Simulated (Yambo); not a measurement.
Yambo run on CaHI (space group P4/nmm, No. 129). The wavefunctions come from this Quantum ESPRESSO step (PBEsol, PseudoDojo standard norm-conserving files, scalar-relativistic):

```
&CONTROL
  calculation = 'nscf'
  pseudo_dir = './pseudo'
  outdir = './out'
/
&SYSTEM
  ibrav = 0
  nat = 6
  ntyp = 3
  ecutwfc = 72.0
  ecutrho = 288.0
  occupations = 'fixed'
  force_symmorphic = .true.
  nbnd = 271
/
&ELECTRONS
  conv_thr = 6.000000000000001e-09
  diago_full_acc = .true.
  diago_thr_init = 1e-08
/
ATOMIC_SPECIES
H 1.0080 H.upf
Ca 40.0780 Ca.upf
I 126.9045 I.upf
CELL_PARAMETERS angstrom
  3.979727268000   0.000000000000   0.000000000000
  0.000000000000   3.979727268000   0.000000000000
  0.000000000000   0.000000000000   8.590844739000
ATOMIC_POSITIONS crystal
H   0.500000000000   0.500000000000   0.000000000000
H   0.000000000000   0.000000000000   0.000000000000
Ca   0.000000000000   0.500000000000   0.138266834200
Ca   0.500000000000   0.000000000000   0.861733165800
I   0.000000000000   0.500000000000   0.679741335300
I   0.500000000000   0.000000000000   0.320258664700
K_POINTS automatic
4 4 1 0 0 0
```

Yambo input:

```
rim_cut
gw0
dyson
el_el_corr
HF_and_locXC
ppa
em1d
RandQpts= 1000000
RandGvec= 1 Ry
EXXRLvcs= 72 Ry
VXCRLvcs= 288 Ry
Chimod= "HARTREE"
% BndsRnXp
 1 | 269 |
%
NGsBlkXp= 8 Ry
% LongDrXp
 1.0 | 1.0 | 1.0 |
%
PPAPntXp= 27.2114 eV
% GbndRnge
 1 | 269 |
%
GTermKind= "BG"
DysSolver= "n"
ExtendOut
% QPkrange
 1 | 1 | 18 | 19 |
 2 | 2 | 18 | 19 |
 3 | 3 | 18 | 19 |
 6 | 6 | 18 | 19 |
%
```

k points by index: 1 = Γ, 2 = (0, 0.25, 0), 3 = X, 6 = M.

The o-*.qp file then holds:

```
#    K-point    Band    Eo [eV]    E [eV]    E-Eo [eV]    Vxc [eV]    Vnlxc [eV]    Sc|Eo [eV]    Sc|E [eV]    dSc/dw|Eo [eV]    Re(Z)    Im(Z)
#
    1    18    -0.020124    -1.109697    -1.089572    -11.53207    -14.22595    1.341915    1.604313    -6.552621    0.805926    -0.001374
    1    19    3.822801    4.853150    1.030349    -11.48295    -6.001617    -4.219711    -4.450981    -6.106999    0.816706    -0.001319
    2    18    0.000000    -1.060194    -1.060194    -11.54935    -14.17031    1.305782    1.560770    -6.544012    0.806132    -0.001374
    2    19    3.945337    4.935472    0.990135    -11.15478    -5.758790    -4.182869    -4.405855    -6.127361    0.816207    -0.001313
    3    18    -0.045345    -1.098835    -1.053490    -11.51270    -14.12193    1.302298    1.555736    -6.545619    0.806094    -0.001379
    3    19    4.117150    5.139373    1.022223    -11.11252    -5.530486    -4.328419    -4.559811    -6.158742    0.815439    -0.001321
    6    18    -1.099142    -2.187619    -1.088477    -10.76899    -13.69808    1.566204    1.840618    -6.859143    0.798673    -0.001990
    6    19    3.452613    4.049943    0.597330    -9.297670    -4.737311    -3.835087    -3.963029    -5.827158    0.823623    -0.001295
```
(The two width columns are left out.) Convergence of these settings isn't established.

Spin-orbit coupling is not included.

Geometry relaxed with PBE+D3(BJ).
